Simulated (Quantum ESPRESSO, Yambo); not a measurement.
## K2NaScF6: DFT and GW levels

```xyz
10
Lattice="0.0000 4.3049 4.3049 4.3049 0.0000 4.3049 4.3049 4.3049 0.0000" Properties=species:S:1:pos:R:3 pbc="T T T"
F      4.3049     4.3049     2.0304
F      4.3049     4.3049     6.5793
F      2.0304     4.3049     4.3049
F      6.5793     4.3049     4.3049
F      4.3049     2.0304     4.3049
F      4.3049     6.5793     4.3049
Na     4.3049     4.3049     4.3049
K      2.1524     2.1524     2.1524
K      6.4573     6.4573     6.4573
Sc     0.0000     0.0000     0.0000
```

The geometry is that of Materials Project entry mp-6058, symmetrised and not relaxed again.

Starting point: LDA (pw.x of Quantum ESPRESSO, ONCV potentials, scalar-relativistic). G0W0 in Yambo: 2×2×2 Γ-centred k mesh, bands 3 to 304 and a 8 Ry block in the screening, 304 bands in G with the Bruneval-Gonze terminator, plasmon pole fitted at 27.2 eV.

The LDA gap along the band path is 6.41 eV and the LDA gap between the mesh's edge points (Γ → Γ) comes out as 6.41 eV. The G0W0 gap between the same points is 10.45 eV.

| k point | band | E LDA (eV) | E QP (eV) | shift (eV) | Z |
|---|---|---|---|---|---|
| Γ | VB | 0.00 | -2.38 | -2.38 | 0.81 |
| Γ | CB | 6.41 | 8.07 | 1.66 | 0.89 |
| L | VB | -0.15 | -2.55 | -2.40 | 0.81 |
| L | CB | 7.02 | 10.12 | 3.10 | 0.83 |
| X | VB | -0.01 | -2.39 | -2.37 | 0.81 |
| X | CB | 7.01 | 10.13 | 3.12 | 0.83 |

Energies count from the LDA valence-band maximum.

Nearest settings tried, and what they do to the gap: 197 bands in W, 197 bands in G: +40 meV; 7 Ry block (339 vectors against 459): -11 meV. Not varied: mesh. So the settings aren't converged at that level. The k mesh is coarse.
